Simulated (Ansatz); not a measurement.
Data:

Mn$_{2}$Sn:
```
Mn2Sn
1.0
    4.02012     0.00000     0.00000
    0.00000     4.02012     0.00000
    0.00000     0.00000     6.90765
Mn Sn
4 2
Cartesian
  0.00000   0.00000   0.00000
  2.01006   2.01006   0.00000
  2.01006   0.00000   2.12005
  0.00000   2.01006   4.78760
  2.01006   0.00000   4.90174
  0.00000   2.01006   2.00591
```
The run is spin-polarised; directions of the spins, atom by atom: ↑ ↑ ↑ ↑ ↓ ↓.

This is the r²SCAN-relaxed structure.

**Question.** All from r²SCAN (plane waves, PAW; program Ansatz), unless another level is named. Estimate the formation energy from the elements (no fitted shifts).

**Answer.** -0.027 eV/atom.

**Question.** Predict the density of states at the Fermi level.

**Answer.** 0.64 states/eV per atom (mean over ±0.08 eV).

Space group P4/nmm. A made-up cell: these elements were put on the sites of a structure type; neither database checked (COD, Materials Project) lists it. COD files the formula under space group No. 194. Whether it is the stable phase at ambient conditions was not checked. Symmetry was held in the r²SCAN relaxation; its stability against distortions is not shown here. Spin order of the final state: ferromagnetic, the only order run, not a proven ground state. The program gave a warning on the electronic state, which may not be the lowest. The references are the lowest solids computed at this level, not always the standard phases. The manganese reference at this level is a Cmcm phase, not α-Mn. Spin–orbit coupling is left out wherever it is not named.

Potentials: the earlier of the program's two PAW sets.
